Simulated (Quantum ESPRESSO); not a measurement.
# How NMR parameters follow atomic displacements in Al2O3 (R-3c)

```
Al2O3
1.0
    2.40251     1.38709     4.37208
   -2.40251     1.38709     4.37208
    0.00000    -2.77419     4.37208
Al O
4 6
Cartesian
  0.00000   0.00000   1.93989
  0.00000   0.00000  11.17636
  0.00000   0.00000   4.61823
  0.00000   0.00000   8.49802
  0.93150   1.38709   7.65115
 -0.93150  -1.38709   5.46510
 -1.66701   0.11316   7.65115
  1.66701  -0.11316   5.46510
  0.73551  -1.50025   7.65115
 -0.73551   1.50025   5.46510
```
The geometry is a computed Materials Project entry, not a measured one. It is Al2O3 in R-3c. Stability against distortions was not tested.

The last row's change in full: Al1 and its equivalents moved by 0.04 Å along (0.00, 0.00, -1.00), space group kept; the other rows go along the same path.

Method: shieldings by GIPAW with PBE in a modified build of Quantum ESPRESSO, on JTH PAW datasets, 22.5 Ha, k-mesh 4×4×4 shifted, f-sum rule met within 0.012 %. Values are those of the named site's first atom. These are absolute shieldings with no macroscopic susceptibility term; δ = σ_ref − σ needs a reference computed alike. By our sweeps, such settings leave a few ppm in absolute σ. The datasets of Al hold no d projectors, which limits absolute σ on these atoms.

Unchanged cell: σ_iso Al (ppm) = 534.4, σ_iso O (ppm) = 160.8.

Problem. How do these values move along the path (displacement (Å): -0.04, +0.04)?

Solution. 
| displacement (Å) | σ_iso Al (ppm) | σ_iso O (ppm) |
|---|---|---|
| -0.04 | 535.2 | 162.5 |
| 0 | 534.4 | 160.8 |
| +0.04 | 532.9 | 158.9 |
